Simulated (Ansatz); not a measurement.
NbAlB (Cmcm), relaxed with PBEsol (Ansatz, a program for electronic structure, plane waves, PAW): a = 3.305 Å, b = 14.613 Å, c = 3.105 Å, α = β = γ = 90.00°.

```
Quantity        Result
--------------  ------
ΔH_f (eV/atom)   -0.57
```

### Question
The same phase is relaxed and computed with PBE in the same code. What are the cell and these values now?

### Answer
a = 3.3458 Å, b = 14.7037 Å, c = 3.1137 Å, α = β = γ = 90.00°.

* **ΔH_f (eV/atom)**: -0.54

Typed or built starts, not in the databases checked: NbAlB, Cmcm (Al on 4c, B on 4c, Nb on 4c). All cells were relaxed under the symmetry of their starts (and spin orders); stability against distortions was not tested throughout. Rows with no word on spin ran without spin polarisation. Spin–orbit coupling is left out wherever it is not named.

Potentials: the later of the program's two PAW sets.

Ansatz is a plane-wave DFT program.

Formation energies count from the lowest solids of the elements computed at the same level, not from gases.
